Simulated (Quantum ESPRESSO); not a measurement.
Field gradients of AlN from PBE PAW (JTH datasets; density from pw.x of a modified build of Quantum ESPRESSO, gradients reconstructed from it by a script), 25 Ha, k-mesh 8×8×5 through Γ:

```
AlN
1.0
    3.08100     0.00000     0.00000
   -1.54050     2.66822     0.00000
    0.00000     0.00000     5.03100
Al N
2 2
Direct
  0.33333   0.66667   0.00190
  0.66667   0.33333   0.50190
  0.33333   0.66667   0.38010
  0.66667   0.33333   0.88010
```
The cell was made here from an entry of the Crystallography Open Database (unchecked): atoms relaxed with PBE in the measured cell (PBE without dispersion, pw.x of Quantum ESPRESSO, symmetry kept).  Stability against distortions was not tested.

Vzz is the sum of three terms, each taken along its main axis: the smooth valence density, the ions (nucleus and frozen core) with the augmentation charges of all other spheres, and the all-electron minus smooth density in the atom's own sphere. The split hangs on the datasets.  Cores are frozen. Against all-electron runs on small test molecules, this scheme's |Vzz| missed by −7 % on Al, under 1 % on N.

```
site             smooth valence density  ions and other spheres  own sphere  Vzz (a.u.)
---------------  ----------------------  ----------------------  ----------  ----------
Al (atoms 1, 2)                   0.009                  -0.004         [?]         [?]
N (atoms 3, 4)                    0.017                  -0.002         [?]         [?]
```

**Question.** Complete the blanks.

**Answer.** 
- Al (atoms 1, 2), own sphere: 0.047
- Al (atoms 1, 2), Vzz (a.u.): 0.052
- N (atoms 3, 4), own sphere: 0.021
- N (atoms 3, 4), Vzz (a.u.): 0.036
